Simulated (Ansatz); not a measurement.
# How the vibrations of TiAl change with volume

All numbers below come from Ansatz 0.2.0, DFT PBEsol, scalar-relativistic, plane waves, PAW. Plane waves to 420 eV; Γ-centred k mesh 14×14×10; Fermi-Dirac smearing of 0.15 eV. No spin polarisation. Phonons by linear response, acoustic sum rule imposed.

Equilibrium structure at this level:
```
Ti Al
1.0
     2.79672    0.00000    0.00000
     0.00000    2.79672    0.00000
     0.00000    0.00000    4.04227
Ti Al
1 1
Cartesian
  0.0000 0.0000 0.0000
  1.3984 1.3984 2.0211
```

In a metal, frequencies depend on the k mesh and the smearing, soft modes most.

Cells at 0.98 and 1.02 times the equilibrium volume were relaxed in shape and atoms; γ = −d ln ν / d ln V, modes matched by rank.

(1) Give the optical frequencies at Γ (cm⁻¹) at the three volumes and the mode Grüneisen parameters.

(2) What pressures hold the two strained cells, and what bulk modulus follows?

Answers

(1)
```tsv
0.98 V	V	1.02 V	γ	degeneracy
276	269	261	1.45	2
324	312	301	1.89	1
```

(2) 2.51 GPa at 0.98 V and -2.27 GPa at 1.02 V, so B = −dP/d ln V ≈ 119 GPa.

Cost: 6 runs of about 3.1 core-minutes in all, on AMD EPYC 7R43 (Zen 3) (shared hosts).